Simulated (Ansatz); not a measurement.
Consider the following.

ReS$_{2}$:
```
ReS2
1.0
    0.00000     2.88082     2.88082
    2.88082     0.00000     2.88082
    2.88082     2.88082     0.00000
Re S
1 2
Direct
  0.00000   0.00000   0.00000
  0.25000   0.25000   0.25000
  0.75000   0.75000   0.75000
```

This is the PBE-relaxed structure.

All from PBE in the plane-wave PAW code Ansatz, unless another level is named. Give the electronic character.

metallic (no gap).

Give the formation energy from the elements (no fitted shifts).

0.017 eV/atom.

Predict the density of states at the Fermi level.

1.1 states/eV per atom (mean over ±0.08 eV).

Space group Fm-3m (fluorite). The cell is a constructed one: a structure type filled with these elements; neither database checked (COD, Materials Project) lists it. Whether it is the stable phase at ambient conditions was not checked. The PBE relaxation kept the symmetry of its start; whether a distortion lowers the energy is not shown. The run is not spin-polarised. With an odd number of electrons in the cell and no spin polarisation, the count alone makes it a metal. The references are the lowest solids computed at this level, not always the standard phases. Scalar-relativistic: spin–orbit coupling is off unless named, which matters more the heavier the elements.

Potentials: the later of the program's two PAW sets.
